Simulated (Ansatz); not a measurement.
Given:

Ge:
```
CELL_PARAMETERS angstrom
      5.92923     0.00000     0.00000
      0.00000     5.92923     0.00000
      0.00000     0.00000     6.95479
ATOMIC_POSITIONS crystal
  Ge 0.08856 0.08856 0.00000
  Ge 0.41144 0.58856 0.75000
  Ge 0.91144 0.91144 0.50000
  Ge 0.58856 0.41144 0.25000
  Ge 0.17208 0.36941 0.25747
  Ge 0.13059 0.67208 0.00747
  Ge 0.82792 0.63059 0.75747
  Ge 0.86941 0.32792 0.50747
  Ge 0.67208 0.13059 0.99253
  Ge 0.63059 0.82792 0.24253
  Ge 0.32792 0.86941 0.49253
  Ge 0.36941 0.17208 0.74253
```

This is the PBEsol-relaxed structure. x, y and z are the axes in which the lattice vectors are written.

**Question.** All from plane-wave PAW PBEsol (Ansatz code), unless another level is named. Give the electron effective mass.

**Answer.** 0.052, 0.078, 0.10 mₑ (principal values).

**Question.** Predict the band gap.

**Answer.** 0.40 eV (smallest direct gap 0.42 eV).

**Question.** And the valence-band maximum?

**Answer.** off the standard path, at k = (0.331, 0.331, -0.073).

Space group P4_32_12. The workflow started from a Materials Project entry (that database holds measured and hypothetical structures alike); the Crystallography Open Database files this formula in space group No. 96, but the cells were not matched. It is not the phase usual at ambient conditions (space group No. 227). The cell was relaxed with PBEsol under the symmetry of its start; phonons on a q-mesh show no instability. Scalar-relativistic: spin–orbit coupling is off unless named, which matters more the heavier the elements.

Potentials: the later of the program's two PAW sets.
